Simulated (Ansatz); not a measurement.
A distorted cell of SnO₂ (rutile):

```
SnO2
1.0
    4.96712     0.00000     0.00000
    0.00000     4.96712     0.00000
    0.00000     0.00000     2.93928
Sn O
2 4
Cartesian
  0.00000   0.00000   0.00000
  2.48356   2.48356   1.46964
  1.51949   1.51949   0.00000
  4.00305   0.96407   1.46964
  0.96407   4.00305   1.46964
  3.44763   3.44763   0.00000
```

Computed with r2SCAN (plane waves to 500 eV, PAW, scalar-relativistic; Ansatz, a first-principles code). k mesh 7×7×10 (Γ-centred), Fermi-Dirac smearing 0.05 eV. The energy includes the smearing's −TS. Compression counts positive. As the atoms are clamped, bonds stretch with the cell, which overstates energies and stresses. SnO2 was relaxed with its symmetry unable to fall.

Problem. Give the stress tensor in GPa and the pressure.

Solution. 
```
   -4.0      0.0      0.0
    0.0     -4.0      0.0
    0.0      0.0     31.1
```
The pressure, a third of the trace, is 7.7 GPa.

Problem. It is the relaxed cell deformed to V/V₀ = 1.000, (c/a)/(c/a)₀ = 0.880, c along z, fractional positions held. What is its energy relative to the relaxed cell?

Solution. 107.7 meV/atom.

(Under strain, the slope of the energy per volume gives the stress and its curvature an elastic modulus.)
